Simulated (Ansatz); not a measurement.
Q: Write an Ansatz input for a full relaxation of cell and atoms of LaSi2 with PBEsol (scalar-relativistic), a cutoff of 420 eV (density cutoff 4 times that), a Γ-centred 12×12×12 mesh and Gaussian smearing of 0.05 eV, without spin polarisation. Stop at forces under 0.01 eV/Å and stress under 0.15 GPa, or after 60 steps. Forces, stress and eigenvalues are wanted. The structure:
```
CELL_PARAMETERS angstrom
-1.8668800071 1.8668800071 4.5692680014
1.8668800071 -1.8668800071 4.5692680014
1.8668800071 1.8668800071 -4.5692680014
ATOMIC_POSITIONS crystal
La 0.0000000000 0.0000000000 0.0000000000
Si 0.3353000000 0.3353000000 0.0000000000
Si 0.6647000000 0.6647000000 0.0000000000
```

A: 
```yaml
crystal:
  lattice:
    - [-1.8668800071, 1.8668800071, 4.5692680014]
    - [1.8668800071, -1.8668800071, 4.5692680014]
    - [1.8668800071, 1.8668800071, -4.5692680014]
  atoms:
    - { symbol: La, position: [0.0, 0.0, 0.0] }
    - { symbol: Si, position: [0.3353, 0.3353, 0.0] }
    - { symbol: Si, position: [0.6647, 0.6647, 0.0] }
basis:
  ecutwfc: 420
  ecutrho_ratio: 4
kpoints:
  mp_grid: { grid: [12, 12, 12] }
hamiltonian:
  xc: pbesol
scf:
  occupations: { method: gaussian, width: 0.05 }
output:
  forces: true
  stress: true
  eigenvalues: true
relax:
  f_tol: 0.01
  max_steps: 60
  cell: { stress_tol: 0.15 }
```

Run as written, it has 19 valence electrons, 1185 plane waves at Γ (in the final cell), 16 symmetry operations and 163 irreducible k-points; it took 62 SCF iterations in all. It took of the order of 70 core-seconds on a shared host.

The structure was built from a prototype; whether the compound forms in it isn't claimed.
